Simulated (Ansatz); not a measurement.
Au (dhcp (α-La type), P6_3/mmc) at seven volumes, r²SCAN (plane waves, PAW; program Ansatz), shape and atoms relaxed at each. One row is withheld.

```csv
V (Å³/atom),P (GPa)
15.976,19.00
16.502,11.32
17.029,5.08
17.556,0.01
18.082,-4.08
18.609,?
19.136,-10.04
```

### Question
Fit the shown pressures and predict the withheld one.

### Answer
P = (3/2)B₀(x^(7/2) − x^(5/2))[1 + (3/4)(B′ − 4)(x − 1)] with x = (V₀/V)^(2/3). Least squares on the six rows gives V₀ = 17.557 Å³/atom, B₀ = 152 GPa, B′ = 6.05. At V = 18.609, x = 0.9619 and P = -7.41 GPa. The run itself gave -7.37 GPa.

The start of the workflow was typed in or built on a structure type; the Crystallography Open Database files this formula in space group No. 194, but the cells were not matched. It is not the phase usual at ambient conditions (space group No. 225). The r²SCAN relaxation kept the symmetry of its start; whether a distortion lowers the energy is not shown. Scalar-relativistic: spin–orbit coupling is off unless named, which matters more the heavier the elements.

Potentials: the earlier of the program's two PAW sets.
